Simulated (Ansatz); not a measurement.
Computed with Ansatz, DFT PBE, scalar-relativistic, plane waves, PAW. All cells share a 420 eV cutoff and Γ-centred k meshes spaced about 0.3 Å⁻¹ or finer (0.25 for metals, 2π included). No spin polarisation.

Temperature and zero-point effects are left out.

Compare these two cells of In2Te2O, each relaxed at this level.

A.

```cif
data_structure
_symmetry_space_group_name_H-M 'P4/nmm:1'
_symmetry_Int_Tables_number 129
_cell_length_a 3.9475
_cell_length_b 3.9475
_cell_length_c 17.0609
_cell_angle_alpha 90.000
_cell_angle_beta 90.000
_cell_angle_gamma 90.000
_cell_volume 265.85
loop_
_atom_site_label
_atom_site_type_symbol
_atom_site_symmetry_multiplicity
_atom_site_Wyckoff_symbol
_atom_site_fract_x
_atom_site_fract_y
_atom_site_fract_z
_atom_site_occupancy
In1 In 2 c 0.50000 0.00000 0.66590 1
In2 In 2 c 0.00000 0.50000 0.93853 1
Te1 Te 2 c 0.50000 0.00000 0.83231 1
Te2 Te 2 c 0.00000 0.50000 0.60328 1
O1 O 2 a 0.50000 0.50000 0.00000 1
```

B.

```cif
data_structure
_symmetry_space_group_name_H-M 'Imm2'
_symmetry_Int_Tables_number 44
_cell_length_a 4.4783
_cell_length_b 12.3950
_cell_length_c 6.0811
_cell_angle_alpha 90.000
_cell_angle_beta 90.000
_cell_angle_gamma 90.000
_cell_volume 337.55
loop_
_atom_site_label
_atom_site_type_symbol
_atom_site_symmetry_multiplicity
_atom_site_Wyckoff_symbol
_atom_site_fract_x
_atom_site_fract_y
_atom_site_fract_z
_atom_site_occupancy
In1 In 4 d 0.50000 0.14379 0.53901 1
Te1 Te 4 d 0.00000 0.14967 0.23793 1
O1 O 2 b 0.50000 0.00000 0.69612 1
```

Task: Which is lower in energy, and by how much?

Result: B is lower, by 51 meV/atom. A has space group P4/nmm (No. 129), 26.6 Å³/atom and no gap on its mesh; B has space group Imm2 (No. 44), 33.8 Å³/atom and a gap of 1.14 eV. Counting O or Te atoms around In (for each partner element, those within 1.25 times its shortest distance or 1.15 times the sum of covalent radii, where it is the nearest in units of that sum or under 1.3; a plus sign parts groups by distance over the sum of covalent radii; a slash parts the counts of unlike sites), A has In 5/8+1 and B has In 4. In A, In on its first site has 5 Te at 2.84–2.99 Å; around Te on its first site lies 1 In at 2.84 Å; around O lie 4 In at 2.24 Å; 2 more sites not described. In B, In is surrounded by 1 O at 2.02 Å and 3 Te at 2.83–2.89 Å; Te has 3 In at 2.83–2.89 Å; around O lie 2 In at 2.02 Å. Both come from trial cells of a structure search, whose lowest cell (P1, 35.0 Å³/atom) lies 27 meV/atom below the lower of the two.

Weakly bound directions are ill-defined at this level, which has no dispersion term (P4/nmm), and this can change margins and order among such cells. These runs have no spin–orbit coupling, which can matter for Te. Kohn–Sham gaps at this level usually fall short of measured ones. The missing spin–orbit coupling can work the other way here. Cells relaxed within their symmetry can be saddle points. Some types were kept out of the candidates beforehand, so the set may lack a known form.
